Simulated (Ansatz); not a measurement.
**Trial structures of Be3TeSe2: starts and ends**

All numbers below come from DFT PBE, scalar-relativistic, plane waves, PAW (Ansatz). All cells share a 420 eV cutoff and Γ-centred k meshes spaced about 0.3 Å⁻¹ or finer (0.25 for metals, 2π included). No spin polarisation in the final relaxations.

Each guess was relaxed in cell and atoms at zero pressure, within the symmetry of its start. All energies are static (0 K, no zero-point motion). Coordination counts Se or Te atoms around Be (for each partner element, those within 1.25 times its shortest distance or 1.15 times the sum of covalent radii, where it is the nearest in units of that sum or under 1.3).

| guess | made from | start group | V start (Å³/atom) | end group | V end (Å³/atom) | coordination at the end | gap on mesh (eV) | E over the lowest end (meV/atom) |
| --- | --- | --- | --- | --- | --- | --- | --- | --- |
| 1 | a cell proposed by chemical analogy | Imm2 | 17.9 | Imm2 | 19.1 | Be 4 | 2.06 | 0 |
| 2 | a cell proposed by chemical analogy | P3m1 | 17.9 | P3m1 | 19.1 | Be 4 | 1.76 | 12 |
| 3 | a cell proposed by chemical analogy | Cmc2_1 | 17.9 | Cmc2_1 | 19.0 | Be 4 | 2.86 | 1 |
| 4 | a cell proposed by chemical analogy | P-4m2 | 17.9 | ? | ? | ? | ? | ? |
| 5 | a cell proposed by chemical analogy | I-4m2 | 17.9 | I-4m2 | 19.1 | Be 4 | 2.18 | 6 |

Guess 4 as it starts:

```cif
data_structure
_symmetry_space_group_name_H-M 'P 1'
_symmetry_Int_Tables_number 1
_cell_length_a 3.7000
_cell_length_b 3.7000
_cell_length_c 15.7000
_cell_angle_alpha 90.000
_cell_angle_beta 90.000
_cell_angle_gamma 90.000
_cell_volume 214.93
loop_
_atom_site_label
_atom_site_type_symbol
_atom_site_fract_x
_atom_site_fract_y
_atom_site_fract_z
_atom_site_occupancy
Be1 Be 0.50000 0.50000 0.16667 1
Be2 Be 0.00000 0.00000 0.33333 1
Be3 Be 0.50000 0.50000 0.50000 1
Be4 Be 0.00000 0.00000 0.66667 1
Be5 Be 0.50000 0.50000 0.83333 1
Be6 Be 0.00000 0.00000 0.00000 1
Te1 Te 0.00000 0.50000 0.08333 1
Te2 Te 0.50000 0.00000 0.91667 1
Se1 Se 0.50000 0.00000 0.25000 1
Se2 Se 0.00000 0.50000 0.41667 1
Se3 Se 0.50000 0.00000 0.58333 1
Se4 Se 0.00000 0.50000 0.75000 1
```

Question: Fill in the missing row: what does this guess relax into, and where does it rank?

Answer: It ends in Te and Se ordered on zinc blende sites, space group P-4m2 (No. 115), with a = 3.785 Å, c = 15.979 Å, 19.1 Å³/atom and a gap of 1.97 eV; its coordination is Be 4. It lies 4 meV/atom over the lowest end, above guess 3 and within the noise of guess 5. Counting Se or Te atoms around Be, this end and the lowest (guess 1) both have Be 4.

```
Be Te Se
1.0
     3.78501    0.00000    0.00000
     0.00000    3.78501    0.00000
     0.00000    0.00000   15.97860
Be Te Se
6 2 4
Direct
  0.50000 0.50000 0.18487
  0.00000 0.00000 0.34236
  0.50000 0.50000 0.50000
  0.00000 0.00000 0.65764
  0.50000 0.50000 0.81513
  0.00000 0.00000 0.00000
  0.00000 0.50000 0.09200
  0.50000 0.00000 0.90800
  0.50000 0.00000 0.26340
  0.00000 0.50000 0.42115
  0.50000 0.00000 0.57885
  0.00000 0.50000 0.73660
```

Formation energies are uncorrected and refer to the elements' standard structures at the same level.

Question: Is the lowest end bound against the elements?

Answer: Yes: its formation energy is −0.625 eV/atom. Whether it is stable depends on the other phases of the system, which aren't compared here.

Spin–orbit coupling, which can matter for Te, is left out. Kohn–Sham gaps at this level usually fall short of measured ones. The missing spin–orbit coupling can work the other way here. The reference forms of Se and Te are held partly by dispersion forces, which this level lacks. With atoms moved at random, Imm2, Cmc2_1 and P-4m2 came back. Without a clear test, and held by symmetry: I-4m2 and P3m1. A lower structure may well exist outside this small set. Some candidate types were left out of the draw beforehand, so a known form may be missing.
